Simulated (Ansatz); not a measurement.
**TiHg: all-electron results**

```
Ti Hg
1.0
     3.00900    0.00000    0.00000
     0.00000    3.00900    0.00000
     0.00000    0.00000    4.04100
Ti Hg
1 1
Direct
  0.50000 0.50000 0.50000
  0.00000 0.00000 0.00000
```

Atom numbers follow the list: Ti1, Hg2.

The geometry is COD entry 1522697, unchecked; take it as a test cell.

Spin–orbit coupling is left out, though it moves levels of the heavy atoms by tenths of an eV or more.

Methods: DFT, LDA, all-electron LAPW, scalar-relativistic (Ansatz 0.2.0); DFT, LDA, PAW with Ansatz's default frozen-core files, scalar-relativistic (Ansatz 0.2.0).

For LAPW: a Γ-centred 14×14×10 k mesh, Fermi–Dirac smearing of 0.08 eV, basis error target 1 meV/atom, no spin polarisation. PAW takes a cutoff of 420 eV at this cell (files made with PBE, cores remade for this functional). The Ansatz runs share mesh, smearing and spin set-up. Values come from LAPW unless marked.

```json
{
  "Density of states at the Fermi level (0.2 eV bin)": "2.64 states/eV per cell",
  "Volume per atom": "123.5 bohr³"
}
```

Task: Predict this quantity. Band gap.

Result: none: bands cross the Fermi level, a metal.

Task: Stress xx, yy, zz (compression positive): what does the calculation give?

Result: -6.87, -6.87, -6.21 GPa.

Task: Löwdin charges (with 0.64 e of the cell spilling out of the atomic basis, so their sizes and signs hang on that basis): what does the calculation give?

Result: Ti1 -0.16, Hg2 0.80 e.

Task: Give the computed value. Pressure at this cell.

Result: -6.65 GPa.

Task: Predict this quantity. Bader charges (from the PAW run).

Result: Ti1 +1.03, Hg2 -1.03 e.
